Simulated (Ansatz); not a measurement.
Lu:
```
CELL_PARAMETERS angstrom
      3.20320     0.00000     0.00000
      0.00000     3.20320     0.00000
      0.00000     0.00000     3.20320
ATOMIC_POSITIONS crystal
  Lu 0.00000 0.00000 0.00000
```

Relaxed with PBE. Special points in fractions of this cell's reciprocal vectors: Γ (0.000, 0.000, 0.000); X (0.000, 0.500, 0.000); M (0.500, 0.500, 0.000); R (0.500, 0.500, 0.500).

Q: List the band energies nearest the Fermi level at these points for DFT-PBE with spin–orbit coupling in the program Ansatz with PAW potentials.

A: In eV from the Fermi level; about four levels below and three above (degenerate sets whole), none deeper than 8.9 eV; points with the same levels are listed once.

```
k                                below                above
-  -----------------------------------  -------------------
Γ              -0.41 -0.41 -0.41 -0.41  5.88 5.88 5.88 5.88
X              -2.71 -2.71 -0.43 -0.43  0.36 0.36 3.13 3.13
M              -1.74 -1.74 -0.21 -0.21  2.73 2.73 3.64 3.64
R  -0.45 -0.45 -0.45 -0.45 -0.29 -0.29  6.12 6.12 6.18 6.18
```

Space group Pm-3m (simple cubic). The cell is a constructed one: a structure type filled with these elements; neither database checked (COD, Materials Project) lists it. It is not the phase usual at ambient conditions (space group No. 194). The cell was relaxed with PBE under the symmetry of its start. At this level the phase is mechanically unstable.

Potentials: the later of the program's two PAW sets.
